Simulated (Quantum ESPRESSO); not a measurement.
## Kohn-Sham bands of ZrSi2 (Cmcm)

```xyz
6
Lattice="0.0000 0.0000 3.6732 -3.6835 0.0000 0.0000 1.8417 -7.4356 0.0000" Properties=species:S:1:pos:R:3 pbc="T T T"
Zr     0.0000     1.5750     0.9183
Zr     0.0000    -1.5750    -0.9183
Si    -1.8417     0.7653    -0.9183
Si     1.8417    -0.7653     0.9183
Si    -1.8417     3.7141     0.9183
Si     1.8417    -3.7141    -0.9183
```

Materials Project entry mp-1515; symmetrised, unrelaxed at this level. COD (Crystallography Open Database) has an entry of this formula and space group (matched by these alone). Method: PBEsol plane waves in Quantum ESPRESSO 7.5 (PseudoDojo norm-conserving files, 53 Ry, no spin polarisation, no spin-orbit coupling), Bloch states on a 6×6×6 mesh through Γ, Wannier90 4.0.1. Density: 8×8×8 mesh, cold smearing 0.01 Ry.

**Question.** List the Kohn-Sham levels between −8 and 3.0 eV relative to the Fermi level at the high-symmetry points, as a band run of pw.x on that density gives them (levels within 2 meV counted together).

**Answer.** 
```
point  k (reciprocal lattice)                                                                                                           levels (eV)
-----  ----------------------  --------------------------------------------------------------------------------------------------------------------
Γ           0.000 0.000 0.000  -7.82, -3.61, -3.12, -3.01, -2.74, -2.49, -2.43, -2.39, -2.36, -0.14, 1.16, 1.29, 1.33, 1.62, 2.18, 2.33, 2.53, 2.97
Y          0.000 0.000 -0.500         -6.76, -4.89, -3.39, -3.07, -2.88, -2.71, -2.66, -1.87, -1.56, 0.29, 1.07, 1.09, 1.51, 1.74, 2.05, 2.33, 2.63
C_0       0.000 -0.469 -0.265                    -5.79, -5.05, -3.85, -3.42, -2.91, -1.69, -1.49, -0.99, -0.64, -0.15, 0.87, 1.01, 1.52, 2.45, 2.47
Σ_0        0.000 -0.531 0.265                    -5.79, -5.05, -3.85, -3.42, -2.91, -1.69, -1.49, -0.99, -0.64, -0.15, 0.87, 1.01, 1.52, 2.45, 2.47
Z           0.500 0.000 0.000                                      -4.77 (×2), -2.35 (×2), -1.93 (×2), -0.06 (×2), -0.02 (×2), 1.53 (×2), 2.39 (×2)
A_0        0.500 -0.531 0.265                                      -7.30 (×2), -5.80 (×2), -3.77 (×2), -3.32 (×2), -2.12 (×2), 2.00 (×2), 2.97 (×2)
E_0       0.500 -0.469 -0.265                                      -7.30 (×2), -5.80 (×2), -3.77 (×2), -3.32 (×2), -2.12 (×2), 2.00 (×2), 2.97 (×2)
T          0.500 0.000 -0.500                                       -3.82 (×2), -2.96 (×2), -2.13 (×2), -0.89 (×2), 0.00 (×2), 2.25 (×2), 2.92 (×2)
S          0.000 -0.500 0.000                -5.86, -4.87, -4.14, -3.42, -2.53, -1.93, -1.47, -0.94, -0.46 (×2), 0.85, 0.87, 2.04, 2.28, 2.64, 2.78
R          0.500 -0.500 0.000                                                 -7.27 (×2), -5.80 (×2), -3.86 (×2), -3.32 (×2), -2.10 (×2), 2.06 (×2)
```
